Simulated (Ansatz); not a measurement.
A relaxed structure of InP is spoiled in several ways and relaxed again each time (noise and exchanges are one random draw each; pressure is positive under compression). Method: PBE (plane waves to 420 eV, PAW, scalar-relativistic; Ansatz, a quantum-chemistry and plane-wave program).

```cif
data_In4P4
_chemical_formula_sum 'P4 In4'
_space_group_name_H-M_alt 'F-43m'
_space_group_IT_number 216
_space_group_name_Hall 'F -4 2 3'
_cell_length_a 5.95891
_cell_length_b 5.95891
_cell_length_c 5.95891
_cell_angle_alpha 90.000
_cell_angle_beta 90.000
_cell_angle_gamma 90.000
loop_
_atom_site_label
_atom_site_type_symbol
_atom_site_symmetry_multiplicity
_atom_site_Wyckoff_symbol
_atom_site_fract_x
_atom_site_fract_y
_atom_site_fract_z
_atom_site_occupancy
P1 P 4 c 0.25000 0.25000 0.25000 1
In1 In 4 a 0.00000 0.00000 0.00000 1
```
(The calculation used a cell of 2 atoms; values per cell refer to that cell.)

Q: One start gave a first pressure of -5.1 GPa and released 0.14 eV/atom. Which change was it?
(A) doubled along one cell vector, shaken by Gaussian noise of σ = 0.08 Å a coordinate
(B) with every coordinate shifted by Gaussian noise of σ = 0.2 Å
(C) deformed by the Cartesian strain tensor (xx, yy, zz, yz, xz, xy) = (0.100, -0.060, 0.092, 0.007, -0.004, 0.044)

A: C, deformed by the Cartesian strain tensor (xx, yy, zz, yz, xz, xy) = (0.100, -0.060, 0.092, 0.007, -0.004, 0.044). All starts:

```tsv
change	first pressure (GPa)	first V (Å³/atom)	released (eV/atom)	moves	outcome	final group	E − E(parent) (eV/atom)
with every coordinate shifted by Gaussian noise of σ = 0.2 Å	8.3	26.45	0.74	6	returns to the parent	F-43m	0.000
deformed by the Cartesian strain tensor (xx, yy, zz, yz, xz, xy) = (0.100, -0.060, 0.092, 0.007, -0.004, 0.044)	-5.1	29.81	0.14	6	returns to the parent	F-43m	0.000
doubled along one cell vector, shaken by Gaussian noise of σ = 0.08 Å a coordinate	0.3	26.45	0.05	3	returns to the parent	F-43m	0.000
```

First-step values come from each run's starting, coarser k-mesh (7×7×7, 7×7×6, 7×7×4). The runs use different k-meshes, so differences are rounded accordingly. No spin polarisation in the result.
